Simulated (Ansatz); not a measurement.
Ti2C:
```xyz
12
Lattice="0.0000 4.3104 4.3104 4.3104 0.0000 4.3104 4.3104 4.3104 0.0000" Properties=species:S:1:pos:R:3 pbc="T T T"
Ti     7.5974     5.3337     5.3337
Ti     5.4422     5.4422     3.1785
Ti     5.3337     7.5974     5.3337
Ti     3.1785     3.1785     3.1785
Ti     7.5974     7.5974     7.5974
Ti     5.4422     3.1785     5.4422
Ti     5.3337     5.3337     7.5974
Ti     3.1785     5.4422     5.4422
C      1.0776     1.0776     1.0776
C      1.0776     3.2328     3.2328
C      3.2328     3.2328     1.0776
C      3.2328     1.0776     3.2328
```

Relaxed with r²SCAN.

Give the Bader charges and basin volumes of the independent atoms, plane-wave PAW r²SCAN (Ansatz code).



| atom | Bader charge (e) | Bader volume (Å³) |
|---|---|---|
| Ti1 | +1.10 | 13.2 |
| C9 | -2.20 | 13.7 |

Space group Fd-3m. The workflow started from a Materials Project entry (that database holds measured and hypothetical structures alike); the Crystallography Open Database copy checked does not list it. Whether it is the stable phase at ambient conditions was not checked. The cell was relaxed with r²SCAN under the symmetry of its start; its stability against distortions is not shown here. The run is not spin-polarised.

Potentials: the earlier of the program's two PAW sets. The files were generated under PBE; for other functionals the program regenerates the frozen cores, and for LDA and PBEsol the local potential too.
